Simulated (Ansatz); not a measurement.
## RuAu: changing the pressure

The cell as given:

Space group Pm-3m (No. 221). a = 3.165 Å, b = 3.165 Å, c = 3.165 Å, α = 90.00°, β = 90.00°, γ = 90.00°
```tsv
atom	site	symmetry	x	y	z
Ru	1a	m-3m	0.0000	0.0000	0.0000
Au	1b	m-3m	0.5000	0.5000	0.5000
```

The cell comes from a database or a generator and needn't be the stable form of this composition.

Kept alike: task relaxation of cell and atoms; functional PBEsol; k mesh 8 × 8 × 8; occupations fermi-dirac, width 0.05 eV; no spin polarisation. Program: Ansatz, Ansatz PAW, cutoff 420 eV. The mesh is that of the run's cell of 2 atoms. No spin-orbit coupling.

| pressure, P (GPa) | volume (Å³/atom) |
| --- | --- |
| 0 | 15.216 |
| 2 | 15.093 |
| 5 | 14.916 |
| 10 | 14.653 |
| 20 | 14.196 |
| 30 | 13.811 |

The relaxations keep at least the cell's symmetry (Pm-3m). For a metal such a mesh leaves the last digits unconverged. The runs follow the start's structure, whether or not it is the stable one at these pressures. P is the pressure aimed at, which the runs meet within some hundredths to tenths of a GPa. All rows use potentials made for PBE.

Q: What does the pressure change here?

A: The volume falls from 15.216 to 13.811 Å³/atom between 0 and 30 GPa. The volume falls ever more slowly, since the solid stiffens under load. At the pressures aimed at, which the runs meet within some tenths of a GPa, the step from 0 to 5 GPa gives a mean bulk modulus near 251 GPa, the last step 364 GPa.
